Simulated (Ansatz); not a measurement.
GaN in space group P6_222 (No. 180; Ga on 3d, N on 3c), a = b = 3.125 Å, c = 7.371 Å, α = β = 90.00°, γ = 120.00°.

Relaxed with r²SCAN. DFT-r²SCAN in the program Ansatz with PAW potentials gives a gap of 1.89 eV.

What gap does HSE06 give on the same cell (Ansatz, PAW)?

2.66 eV, 0.77 eV more. The hybrid was solved on a coarser mesh and at special points; its gap is the smallest among all of these.

```csv
k,v1 r²SCAN,c1 r²SCAN,v1 HSE06,c1 HSE06
Γ,-0.05,1.89,-0.05,2.66
A,0.00,3.73,?,?
K,-1.50,4.98,?,?
H,-1.07,5.19,?,?
M,-1.24,3.38,?,?
L,-1.29,4.02,-1.34,4.82
```

Top valence (v1) and lowest conduction level (c1) in eV from each method's valence maximum (which need not be a listed point): supply the withheld HSE06 values.


- H, v1 HSE06: -1.14
- H, c1 HSE06: 5.96
- A, v1 HSE06: 0.00
- A, c1 HSE06: 4.51
- M, v1 HSE06: -1.34
- M, c1 HSE06: 4.05
- K, v1 HSE06: -1.58
- K, c1 HSE06: 5.87

Cost on shared cores: the r²SCAN run (SCF on a 10×10×4 mesh, then bands and DOS) about 40 core-seconds (a rough figure), the HSE06 run (SCF on 6×6×3, then a few points) very roughly 80 core-seconds; the tasks are unlike.

The start of the workflow was typed in or built on a structure type; neither database checked (COD, Materials Project) lists it. It is not the phase usual at ambient conditions (space group No. 186, 216). The cell was relaxed with r²SCAN under the symmetry of its start; its stability against distortions is not shown here. Spin–orbit coupling is left out wherever it is not named.

Potentials: the later of the program's two PAW sets.
